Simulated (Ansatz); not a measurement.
TiGeS₃, first-principles data

TiGeS3:
```
TiGeS3
1.0
    8.74299     0.00000     0.00000
    0.00000     3.40695     0.00000
    0.00000     0.00000    12.61690
Ti Ge S
4 4 12
Cartesian
  7.37880   2.55522   5.78323
  1.36419   0.85174   6.83368
  5.73568   0.85174  12.09168
  3.00730   2.55522   0.52522
  4.88649   0.85174   4.30114
  3.85650   2.55522   8.31576
  8.22799   2.55522  10.60959
  0.51500   0.85174   2.00731
  0.07118   0.85174   4.86501
  8.67181   2.55522   7.75189
  4.30032   2.55522  11.17346
  4.44267   0.85174   1.44344
  6.36914   2.55522   3.59804
  2.37385   0.85174   9.01886
  6.74534   0.85174   9.90650
  1.99764   2.55522   2.71041
  5.87811   0.85174   6.54997
  2.86487   2.55522   6.06693
  7.23637   2.55522   0.24152
  1.50662   0.85174  12.37538
```

Space group Pnma (No. 62); conventional cell a = 8.7430 Å, b = 3.4070 Å, c = 12.6169 Å, α = 90.00°, β = 90.00°, γ = 90.00°.

Method: LDA (plane waves, PAW; program Ansatz). Structure relaxed to zero pressure with the same functional. Other levels are named where they apply.

Cell and energy:

```
Quantity                                                      Result
-----------------------------------------------------  -------------
Volume per atom                                             18.79 Å³
Density                                                   3.83 g/cm³
Formation energy from the elements (no fitted shifts)  -0.97 eV/atom
```

Electronic structure:

```
Property                                                                                                                                                            Value
----------------------------------------  -------------------------------------------------------------------------------------------------------------------------------
Band gap                                                                                                                                               0.05 eV (indirect)
Valence-band maximum                                             on the Γ–X line, 54 % of the way from Γ (k = 0.271, 0.000, 0.000 in fractions of the reciprocal vectors)
Conduction-band minimum                   on the Γ–X line, 96 % of the way from Γ (k = 0.479, 0.000, 0.000 in fractions of the reciprocal vectors) (2 equivalent valleys)
Smallest direct gap on the standard path                                                                                                                          0.14 eV
Electron effective mass                                                                                                             0.25, 0.34, 3.5 mₑ (principal values)
Hole effective mass                                                                                                                 0.36, 0.50, 6.1 mₑ (principal values)
```

Mechanics:

```
Property                                                                                                                                         Result
--------------------------------------------  ---------------------------------------------------------------------------------------------------------
Bulk modulus (Birch–Murnaghan fit)                                                                                                             37.9 GPa
Pressure derivative B′                                                                                                                              8.8
Elastic constants (relaxed ions, GPa)         C11 = 57.5, C22 = 131, C33 = 54.8, C12 = 27.0, C13 = 29.6, C23 = 16.8, C44 = 20.7, C55 = 20.8, C66 = 44.3
Mechanical stability                                                                                             stable (all eigenvalues of C positive)
Hill bulk and shear moduli                                                                                                            41.4 and 25.6 GPa
Young's modulus                                                                                                                                63.6 GPa
Poisson's ratio                                                                                                                                    0.24
Debye temperature from the elastic constants                                                                                                      321 K
```

Phonons:

```
Quantity                                                                  Result
--------------------------------------------------  ----------------------------
Highest zone-centre frequency (without LO–TO term)                      386 cm⁻¹
Zone-centre stability                                     no imaginary mode at Γ
Dynamical stability on the path                     stable (no imaginary branch)
Zero-point energy                                                  39.9 meV/atom
Vibrational entropy at 300 K                             29.4 J/(K·mol of atoms)
```

The workflow started from a Materials Project entry (that database holds measured and hypothetical structures alike); the Crystallography Open Database files this formula in space group No. 62, but the cells were not matched. Whether it is the stable phase at ambient conditions was not checked. Symmetry was held in the LDA relaxation. The run is not spin-polarised. A crystal of weakly bound chains computed without a dispersion correction: the cell and the soft elastic constants depend strongly on that. The references are the lowest solids computed at this level, not always the standard phases. Scalar-relativistic: spin–orbit coupling is off unless named, which matters more the heavier the elements.

Potentials: the later of the program's two PAW sets.
